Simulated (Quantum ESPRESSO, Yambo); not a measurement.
**G0W0 results for ZnS at -0.7 % isotropic strain**

```
CELL_PARAMETERS angstrom
      0.00000     2.65904     2.65904
      2.65904     0.00000     2.65904
      2.65904     2.65904     0.00000
ATOMIC_POSITIONS crystal
  S  0.75000 0.75000 0.75000
  Zn 0.00000 0.00000 0.00000
```

The PBEsol cell relaxed from Materials Project entry mp-10695 was given an isotropic strain of -0.7 % on all lattice vectors, and the atoms were relaxed again.

Starting point: PBEsol (Quantum ESPRESSO, PseudoDojo norm-conserving, 84 Ry, scalar-relativistic). G0W0 in Yambo: 4×4×4 Γ-centred k mesh, bands 5 to 151 and a 14 Ry block in the screening, 151 bands in G with the Bruneval-Gonze terminator, plasmon pole fitted at 27.2 eV.

- PBEsol gap along the band path: 2.18 eV
- PBEsol gap between the mesh's edge points (Γ → Γ): 2.18 eV
- G0W0 gap between the same points: 3.53 eV

| k point | band | E PBEsol (eV) | E QP (eV) | shift (eV) | Z |
|---|---|---|---|---|---|
| Γ | VB | 0.00 | -1.10 | -1.10 | 0.79 |
| Γ | CB | 2.18 | 2.43 | 0.25 | 0.81 |
| L | VB | -0.95 | -2.07 | -1.13 | 0.79 |
| L | CB | 3.28 | 3.65 | 0.37 | 0.81 |
| W | VB | -2.94 | -4.18 | -1.23 | 0.79 |
| W | CB | 5.54 | 5.78 | 0.24 | 0.82 |

Energies count from the PBEsol valence-band maximum.

Convergence of the G0W0 settings was not tested.
